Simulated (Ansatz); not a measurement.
In r²SCAN in the plane-wave PAW code Ansatz, SiC4 in the cubic phase (Pn-3m; Si on 2a, C on 8e) relaxes to a = 5.598 Å. Si has 4 nearest neighbours from 1.82 Å (tetrahedral). Against the elements it lies at 0.81 eV/atom, with no fitted shifts.

The Kohn–Sham gap is 3.84 eV (indirect). The valence maximum lies at R and the conduction minimum on the Γ–R line, 19 % of the way from Γ (8 equivalent valleys). The screened hybrid HSE06 puts the gap at 4.69 eV. The electron mass is 1.3, 1.3, 4.8 mₑ (principal values).

An equation-of-state fit gives a bulk modulus of 108 GPa. The relaxed-ion elastic constants in GPa are C11 = 114, C12 = 105, C44 = 17.9. The elastic constants imply a Debye temperature near 352 K. Bader charges are Si +3.09, C -0.77 e.

The start of the workflow was typed in or built on a structure type; neither database checked (COD, Materials Project) lists it. Its standing as an ambient phase is unchecked. The cell was relaxed with r²SCAN under the symmetry of its start; its stability against distortions is not shown here. Its formation energy is positive at this level, so the cell may be metastable or incomplete. The references are the lowest solids computed at this level, not always the standard phases.

Potentials: the earlier of the program's two PAW sets.
